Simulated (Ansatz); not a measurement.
## LiPb: an elastic constant from a strain scan

Computed with DFT r2SCAN, scalar-relativistic, plane waves, PAW (Ansatz 0.2.0). Settings: plane waves to 500 eV, k-mesh 12×12×12 (Γ-centred), Gaussian smearing 0.15 eV. Spin–orbit coupling is left out, which can shift energies with elements as heavy as these. No spin polarisation. Energies are free energies at this smearing, counted from the undisturbed cell; pressure is positive in compression.

Zero of the scan (as given, not relaxed at this level; it stands at 0.1 GPa, and it needn't be the usual structure):

```
Li Pb
1.0
     2.49350    1.43962    2.06267
    -2.49350    1.43962    2.06267
     0.00000   -2.87925    2.06267
Li Pb
1 1
Direct
  0.50000 0.50000 0.50000
  0.00000 0.00000 0.00000
```

The cell is strained by ε times the Voigt pattern (0, 0, 1, 0, 0, 0) (xx, yy, zz, yz, xz, xy; engineering shear) with fractional coordinates fixed. The cell holds 2 atoms in V0 = 44.43 Å³. The stress column is τ = (1/V0) dE/dε, got from the stress tensor σ (compression positive) at each point as −det(1 + εP) σ : P(1 + εP)⁻¹, with P the pattern as a tensor.

| ε | ΔE (meV/atom) | τ (GPa) |
| --- | --- | --- |
| -0.1000 | 49.913 | -8.558 |
| -0.0750 | 25.521 | -5.626 |
| -0.0500 | 10.154 | -3.339 |
| -0.0250 | 1.953 | -1.424 |
| 0.0000 | 0.000 | 0.231 |
| 0.0250 | 3.046 | 1.468 |
| 0.0500 | 9.918 | 2.469 |
| 0.0750 | 19.988 | 3.319 |
| 0.0875 | 26.074 | 3.700 |
| 0.1000 | ? | ? |

Question: Which combination of elastic constants does this scan measure, and how large is it?

Answer: For small ε, τ = τ0 + Kε with K = pᵀCp, which for this pattern is C33 in the Cartesian frame shown. The parabola through τ at ε = -0.0250, 0 and 0.0250 has slope K = 58 GPa at zero. The energies per cell, E = NΔE, of the same two points give K = 2[E(ε₊)/ε₊ − E(ε₋)/ε₋]/[(ε₊ − ε₋)V0] = 58 GPa, in agreement.

Question: Predict the withheld row at ε = 0.1000 from the harmonic law, and compare.

Answer: ΔE = V0(τ0 ε + Kε²/2)/N = 43.311 meV/atom and τ = 6.02 GPa. The calculation gives 32.795 meV/atom and 4.05 GPa: the energy lies 24 % below the harmonic value, as bonds soften when stretched.

In a metal these slopes depend on the k mesh and the smearing.